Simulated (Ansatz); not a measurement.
NbRu:
```cif
data_Nb2Ru2
_chemical_formula_sum 'Nb2 Ru2'
_space_group_name_H-M_alt 'Cmmm'
_space_group_IT_number 65
_space_group_name_Hall '-C 2 2'
_cell_length_a 3.21317
_cell_length_b 4.52515
_cell_length_c 4.16163
_cell_angle_alpha 90.000
_cell_angle_beta 90.000
_cell_angle_gamma 90.000
loop_
_space_group_symop_operation_xyz
  'x, y, z'
  '-x, -y, -z'
  '-x, -y, z'
  'x, y, -z'
  'x, -y, -z'
  '-x, y, z'
  '-x, y, -z'
  'x, -y, z'
  'x+1/2, y+1/2, z'
  '-x+1/2, -y+1/2, -z'
  '-x+1/2, -y+1/2, z'
  'x+1/2, y+1/2, -z'
  'x+1/2, -y+1/2, -z'
  '-x+1/2, y+1/2, z'
  '-x+1/2, y+1/2, -z'
  'x+1/2, -y+1/2, z'
loop_
_atom_site_label
_atom_site_type_symbol
_atom_site_symmetry_multiplicity
_atom_site_Wyckoff_symbol
_atom_site_fract_x
_atom_site_fract_y
_atom_site_fract_z
_atom_site_occupancy
Nb1 Nb 2 a 0.00000 0.00000 0.00000 1
Ru1 Ru 2 c 0.00000 0.50000 0.50000 1
```
(The calculation used a cell of 2 atoms; values per cell refer to that cell.)

Relaxed with LDA.

Q: Which orbitals make up the states near the Fermi level in the program Ansatz at the LDA level (PAW)?

A: Within 0.5 eV of the Fermi level: Ru 4d 58 %, Nb 4d 35 %. Projections are on Löwdin-orthogonalised atomic valence shells; empty p or d shells of many metals are not among them.

Q: Tabulate the density of states.

A: States/eV per cell of 2 atoms, in 0.25 eV bins, energy from the Fermi level.

```csv
E (eV),total,Ru 4d,Nb 4d,Ru 5s
-7.40,0.00,0.00,0.00,0.00
-7.15,0.04,0.00,0.00,0.01
-6.90,0.08,0.00,0.00,0.03
-6.65,0.11,0.00,0.00,0.04
-6.40,0.14,0.00,0.00,0.05
-6.15,0.17,0.01,0.01,0.07
-5.90,0.21,0.01,0.01,0.08
-5.65,0.32,0.05,0.04,0.11
-5.40,0.89,0.32,0.25,0.16
-5.15,1.79,0.75,0.55,0.25
-4.90,2.27,1.04,0.71,0.25
-4.65,2.66,1.33,0.84,0.20
-4.40,3.10,1.69,0.95,0.17
-4.15,3.11,1.77,0.95,0.11
-3.90,2.42,1.45,0.75,0.06
-3.65,2.96,1.97,0.86,0.03
-3.40,3.43,2.37,0.95,0.03
-3.15,3.00,1.86,1.03,0.03
-2.90,2.55,1.48,0.95,0.04
-2.65,2.45,1.48,0.81,0.08
-2.40,2.63,1.73,0.63,0.14
-2.15,2.61,1.59,0.71,0.16
-1.90,2.03,1.10,0.69,0.10
-1.65,1.76,0.86,0.70,0.06
-1.40,1.76,0.77,0.77,0.06
-1.15,1.88,0.77,0.87,0.05
-0.90,1.67,0.82,0.66,0.04
-0.65,1.52,0.87,0.50,0.03
-0.40,2.05,1.27,0.63,0.03
-0.15,2.13,1.27,0.71,0.03
0.10,2.44,1.42,0.84,0.04
0.35,2.05,1.07,0.80,0.04
0.60,1.83,0.84,0.80,0.04
0.85,1.74,0.73,0.82,0.04
1.10,1.73,0.63,0.91,0.03
1.35,2.09,0.82,1.10,0.03
1.60,1.54,0.54,0.88,0.02
1.85,1.18,0.37,0.73,0.01
2.10,2.07,0.72,1.27,0.01
2.35,2.53,0.76,1.65,0.02
2.60,2.79,0.56,2.09,0.03
2.85,2.12,0.34,1.64,0.04
3.10,2.01,0.32,1.52,0.07
3.35,2.14,0.34,1.56,0.10
3.60,1.80,0.30,1.24,0.12
3.85,1.59,0.24,1.04,0.12
4.10,1.06,0.14,0.62,0.13
4.35,0.83,0.10,0.42,0.14
4.60,0.74,0.09,0.35,0.13
4.85,0.66,0.07,0.28,0.13
```

The first step of the workflow began from a Materials Project structure, measured or hypothetical; the Crystallography Open Database copy checked does not list it. COD files the formula under space group No. 123, 221. With Nb and Ru taken as one species the cell has the higher symmetry I4/mmm, so it may be an ordered model of a mixed-site phase. Its standing as an ambient phase is unchecked. The cell keeps a stress of up to 0.2 GPa. The cell was relaxed with LDA under the symmetry of its start; its stability against distortions is not shown here. The run is not spin-polarised. Scalar-relativistic: spin–orbit coupling is off unless named, which matters more the heavier the elements.

Potentials: the later of the program's two PAW sets.
